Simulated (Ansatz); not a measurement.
A relaxed cell of C (Fd-3m (No. 227)), relaxed on a k-mesh at least as fine as the one used below. Computed with PBE (plane waves to 420 eV, PAW, scalar-relativistic; Ansatz, an electronic-structure program). Γ-centred k-mesh 11×11×6 on the run's cell (coarser than for final values), Fermi–Dirac smearing 0.05 eV.

```xyz
4
Lattice="0.0000 1.7858 1.7858 1.7858 0.0000 1.7858 3.5716 3.5716 0.0000" Properties=species:S:1:pos:R:3 pbc="T T T"
C      1.7858     1.7858     1.7858
C      3.5716     3.5716     1.7858
C      2.6787     2.6787     2.6787
C      4.4645     4.4645     2.6787
```

The atoms are displaced by (Å):

```json
[
 {"atom": "C1", "ux": "-0.003", "uy": "-0.072", "uz": "-0.179"},
 {"atom": "C2", "ux": "0.065", "uy": "-0.170", "uz": "-0.013"},
 {"atom": "C3", "ux": "-0.047", "uy": "0.062", "uz": "0.053"},
 {"atom": "C4", "ux": "0.162", "uy": "-0.035", "uz": "0.015"}
]
```

What forces (eV/Å) and pressure result?


```tsv
atom	Fx	Fy	Fz
C1	-4.87	4.64	8.90
C2	1.45	4.98	-0.06
C3	6.42	-6.27	-7.80
C4	-3.00	-3.35	-1.04
```

Pressure +16.4 GPa.

Estimate the energy cost of the displacement in the harmonic approximation and compare with the calculation.

For a harmonic well ΔE = −½ Σ F·u = 2.076 eV a cell, or 519 meV/atom. The calculated energy relative to the undisplaced cell is +0.521 eV/atom, so the harmonic estimate holds well.

No spin polarisation in the result.

The run that gave the undisplaced cell could not lose the symmetry of its start; a randomly shaken copy of 4 atoms returns to this structure.
